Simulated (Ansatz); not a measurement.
FeNi₃: pressure against volume

FeNi₃, Pm-3m, a = 3.489 Å. The structure is a COD entry; whether it is the stable form wasn't checked. Ansatz: PBEsol, PAW, 420 eV, Γ-centred 12×12×12 mesh on 4 atoms, Gaussian smearing 0.10 eV; collinear spin, largest moment 2.8 μB. Symmetry fixes shape and atoms, so the cell is only scaled; pressure is positive in compression.

| V (Å³/atom) | P (GPa) |
| --- | --- |
| 9.342 | ? |
| 9.661 | 26.77 |
| 9.979 | 16.28 |
| 10.298 | 7.45 |
| 10.616 | 0.00 |
| 10.935 | -6.25 |
| 11.253 | -11.50 |
| 11.678 | -17.15 |

Q: Take V0 = 10.616 Å³/atom, fit the third-order Birch–Murnaghan form to the other rows, and predict the missing pressure.

A: With the Eulerian strain f = ½[(V0/V)^(2/3) − 1] and y = P/[3f(1 + 2f)^(5/2)], the form is the line y = B0 + 1.5 B0 (B0′ − 4) f. Rows (f, y): 0.03243, 235.2; 0.02106, 232.4; 0.01024, 230.5; -0.00977, 224.0; -0.01905, 221.7; -0.03079, 217.6. Means f = 0.0006867, y = 226.90; Σ(Δf)² = 0.003004, ΣΔfΔy = 0.8356; the slope is their ratio. y = 226.7 + 278.2 f GPa, so B0 = 226.7 GPa and B0′ = 4 + 2 × (278.2)/(3 × 226.7) = 4.82. At V = 9.342, f = 0.04448, y = 239.07 and P = 39.48 GPa. The run gave 39.20 GPa, so the fit is 0.28 GPa too high, a small miss on the scale of the series.

Only parallel moments were tried here.

Cost: 8 runs of about 5.2 core-minutes in all, on Arm Neoverse V2 (shared hosts).